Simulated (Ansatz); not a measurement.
The start is a relaxed YCl cell, doubled along one cell vector, shaken by Gaussian noise of σ = 0.08 Å a coordinate. The structure is fully relaxed (lattice and positions, P = 0) with PBE (plane waves to 420 eV, PAW, scalar-relativistic; Ansatz, a program for electronic structure). The first steps use a coarse 4×7×7 k-mesh.

Starting cell:
```
CELL_PARAMETERS angstrom
      6.97252     0.00000     0.00000
      0.00000     3.48626     0.00000
      0.00000     0.00000     3.48626
ATOMIC_POSITIONS crystal
  Cl 0.25634 0.50746 0.50419
  Cl 0.74450 0.47843 0.45229
  Y  0.97692 0.04416 0.97502
  Y  0.49722 0.01742 0.99466
```

### Question
What is the largest force in the starting geometry, and on which atom (counted from 1)?

### Answer
About 0.8 eV/Å, on Y3 (atoms numbered as listed).

### Question
By how much does the energy per atom fall from start to end?

### Answer
0.30 eV/atom.

### Question
How does the volume change?

### Answer
+13.5 %, from 21.19 to 24.05 Å³/atom.

### Question
Does it find its way back to the structure it was made from?

### Answer
It does not go back: it reaches Amm2 (No. 38), 0.28 eV/atom below the parent.

### Question
How do the shortest distances between atoms change?

### Answer
The closest pairs of elements (up to four, under 3.6 Å), start → end: Cl–Y 2.77 → 2.75 Å; Cl–Cl 3.41 → 3.01 Å; Y–Y 3.35 → 3.44 Å.

### Question
Give the final cell and atomic positions.

### Answer

```cif
data_Cl4Y4
_chemical_formula_sum 'Cl4 Y4'
_space_group_name_H-M_alt 'Amm2'
_space_group_IT_number 38
_space_group_name_Hall 'A 2 -2'
_cell_length_a 3.43925
_cell_length_b 3.50323
_cell_length_c 15.97153
_cell_angle_alpha 90.000
_cell_angle_beta 90.000
_cell_angle_gamma 90.000
loop_
_atom_site_label
_atom_site_type_symbol
_atom_site_symmetry_multiplicity
_atom_site_Wyckoff_symbol
_atom_site_fract_x
_atom_site_fract_y
_atom_site_fract_z
_atom_site_occupancy
Cl1 Cl 2 b 0.50000 0.50000 0.02346 1
Cl2 Cl 2 b 0.50000 0.50000 0.83516 1
Y1 Y 2 b 0.50000 0.50000 0.66292 1
Y2 Y 2 a 0.00000 0.00000 0.93131 1
```
(The calculation used a cell of 4 atoms; values per cell refer to that cell.)

Final values are on a 14×14×14 k-mesh of the relaxed cell. No spin polarisation in the result. The d or f electrons are treated with no Hubbard U.

The relaxed structure here is a generated cell of YCl: the first start was made by placing the elements on the sites of a structure type, and the end was not matched to a known phase here, so it may be hypothetical.
